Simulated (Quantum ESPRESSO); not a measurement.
```xyz
4
Lattice="4.1688 0.0000 0.0000 -2.0844 3.6103 0.0000 0.0000 0.0000 6.7796" Properties=species:S:1:pos:R:3 pbc="T T T"
S      2.0844     1.2034     5.9442
S      0.0000     2.4069     2.5544
Cd     2.0844     1.2034     3.3913
Cd     0.0000     2.4069     0.0015
```

The geometry is that of Materials Project entry mp-672, symmetrised and not relaxed again.

Q: What does norm-conserving PBE (Quantum ESPRESSO, 102 Ry, scalar-relativistic) give for the electronic structure near the Fermi level?

A: The PBE gap is direct, 1.16 eV at Γ. Spin-orbit splittings are left out.
